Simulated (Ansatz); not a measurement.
One crystal and one scan (energy over volume and axial ratio) at two levels, PBE-D3(BJ) (plane waves to 420 eV, PAW, scalar-relativistic; Ansatz, a quantum-chemistry and plane-wave program) and PBEsol-D3(BJ) (plane waves to 420 eV, PAW, scalar-relativistic; Ansatz), each from its own relaxed cell and on its own mesh. The cell shown is that of PBE-D3(BJ).

C (graphite type, space group P6_3/mmc)

```
CELL_PARAMETERS angstrom
      2.46500     0.00000     0.00000
     -1.23250     2.13475     0.00000
      0.00000     0.00000     6.73046
ATOMIC_POSITIONS crystal
  C  0.00000 0.00000 0.25000
  C  0.00000 0.00000 0.75000
  C  0.33333 0.66667 0.25000
  C  0.66667 0.33333 0.75000
```

The relaxed cell is deformed in two ways at once: its volume V is scaled, and at that volume it is stretched along z (the c axis of the conventional cell) so that c/a changes. Fractional atomic positions are held.

The energy includes the smearing's −TS. C was relaxed with its symmetry unable to fall. With partly filled bands, the response to shear is sensitive to the k mesh, so small differences along c/a are uncertain. Percentages come from the unrounded values.

Results of PBE-D3(BJ):

* **Lattice constant a (Å)**: 2.465
* **Lattice constant c (Å)**: 6.730
* **Relaxed volume (Å³/atom)**: 8.85
* **Modulus against c/a change at fixed volume, (3/4V)·∂²E/∂(ln c/a)² (fit, atoms clamped) (GPa)**: 232

Task: What does PBEsol-D3(BJ) give for the same quantities?

Result: 
```tsv
quantity	PBEsol-D3(BJ)	PBE-D3(BJ) − PBEsol-D3(BJ)
Lattice constant a (Å)	2.458	+0.007 (+0.3 %)
Lattice constant c (Å)	6.565	+0.165 (+2.5 %)
Relaxed volume (Å³/atom)	8.59	+0.26 (+3.1 %)
Modulus against c/a change at fixed volume, (3/4V)·∂²E/∂(ln c/a)² (fit, atoms clamped) (GPa)	239	-7 (-3 %)
```

PBE-D3(BJ) gives the higher value for: lattice constant a; lattice constant c; relaxed volume. PBE-D3(BJ) gives the lower value for: modulus against c/a change at fixed volume. Neither level is exact: the differences show how much the result hangs on the functional.

(Under strain, the slope of the energy per volume gives the stress and its curvature an elastic modulus.)
